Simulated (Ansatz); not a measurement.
The start is a randomly generated symmetric cell of Ti (space group No. 191). A full variable-cell relaxation at zero pressure is run with r2SCAN (plane waves to 500 eV, PAW, scalar-relativistic; Ansatz, a quantum-chemistry and plane-wave program). First-step values are on the input's coarse k-mesh.

Ansatz input (later rounds restart from its end on a renewed k-mesh):
Ansatz 0.2 input:
```yaml
crystal:
  lattice:
    - [2.7227674, 0, 0]
    - [-1.3613837, 2.3579857, 0]
    - [0, 0, 3.2113686]
  atoms:
    - { symbol: Ti, position: [0, 0, 0.5] }
basis: { ecutwfc: 500, ecutrho_ratio: 4, xc_grid: 4, fft_grid_basis: typed }
kpoints: { mp_grid: { grid: [14, 14, 10] } }
hamiltonian:
  xc: r2scan
  dispersion: none
  pseudopotentials: { kind: paw }
scf: { occupations: { method: fermi_dirac, width: 0.05 } }
relax: { f_tol: 0.01, max_steps: 100, cell: { stress_tol: 0.02 } }
output: { forces: true, stress: true }
```

```json
{
 "initial_pressure": "-8.1 GPa (negative: the cell is under tension)",
 "outcome": "The space group stays P6/mmm (No. 191) (the run could not lower it); the end is AFLOW prototype A_hP1_191_a (A_f, as in Sn), with 1 atom in the primitive cell",
 "volume_change": "-15.3 %, from 20.62 to 17.46 Å³/atom",
 "band_gap_at_the_end": "zero (metallic)",
 "optimiser_moves": "10"
}
```

It ends as:

```cif
data_Ti
_chemical_formula_sum 'Ti1'
_space_group_name_H-M_alt 'P6/mmm'
_space_group_IT_number 191
_space_group_name_Hall '-P 6 2'
_cell_length_a 2.71838
_cell_length_b 2.71838
_cell_length_c 2.72788
_cell_angle_alpha 90.000
_cell_angle_beta 90.000
_cell_angle_gamma 120.000
loop_
_atom_site_label
_atom_site_type_symbol
_atom_site_symmetry_multiplicity
_atom_site_Wyckoff_symbol
_atom_site_fract_x
_atom_site_fract_y
_atom_site_fract_z
_atom_site_occupancy
Ti1 Ti 1 b 0.00000 0.00000 0.50000 1
```

Final values are on a 20×20×17 k-mesh of the relaxed cell. No spin polarisation in the result.

The run could not lose the symmetry of its start: the end is stationary, and may be a saddle point rather than a minimum.

The relaxed structure here is a generated cell of Ti: the first start was made by a random draw of sites in a space group, and the end was not matched to a known phase here, so it may be hypothetical. Known forms of Ti include space group No. 194.
